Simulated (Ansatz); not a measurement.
# Lattice dynamics of Nb

Nb in the bcc lattice, in a typed cell, not relaxed.

```xyz
1
Lattice="-1.6550 1.6550 1.6550 1.6550 -1.6550 1.6550 1.6550 1.6550 -1.6550" Properties=species:S:1:pos:R:3 pbc="T T T"
Nb    0.0000    0.0000    0.0000
```

Computed with Ansatz (plane-wave DFT, scalar-relativistic): r2SCAN; all-electron PAW datasets (no frozen core) at 310 eV; k mesh 8×8×8; Fermi–Dirac smearing of 0.1 eV; no spin. Harmonic phonons by finite displacements in cells commensurate with each q, in cm⁻¹; i marks an unstable mode.

Caveats: coarse k mesh.

**Question.** Give all 3 branches at q = (0.5, -0.5, 0.5) and q = (0, 0, 0.5) (reciprocal cell vectors).

**Answer.** q = (0.5, -0.5, 0.5): 225 (×3). q = (0, 0, 0.5): 139, 183, 192.

Time of the run on a server CPU (model not recorded), shared host: about 51 s of wall time (3.7 cores busy on average).
